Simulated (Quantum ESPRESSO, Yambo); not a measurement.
At a photon energy of 12.62 eV, RPA with local fields on PBEsol bands shifted by a G0W0 scissor of 3.38 eV (Quantum ESPRESSO and Yambo; 4×4×4 mesh, 154 bands, 3 Ry local-field block, 0.2 eV broadening) gives ε = 2.08 + 2.64i for Cs2NaYF6 (space group Fm-3m, No. 225), field along x.

**Question.** Work out n, κ, the normal-incidence reflectivity, the absorption coefficient and the penetration depth.

**Answer.** 
|ε| = 3.36; n = √((|ε| + ε1)/2) = 1.65, κ = √((|ε| − ε1)/2) = 0.80. R = ((n − 1)² + κ²)/((n + 1)² + κ²) = 0.14. α = 2Eκ/(ħc) with ħc = 197.327 eV nm: 0.1024 per nm = 10 × 10⁵ per cm, a 1/e depth of 9.8 nm. The computed direct gap is 10.10 eV, and the energy scale of the real crystal may differ from it. Excitonic effects are left out, and values at one energy depend on mesh and broadening. The scissor comes from a G0W0 run whose convergence isn't established. Convergence of the RPA response with its 4×4×4 mesh was not tested.

Geometry of the Materials Project entry, not relaxed at this level; primitive cell a = b = c = 6.506 Å, α = β = γ = 60.00°.
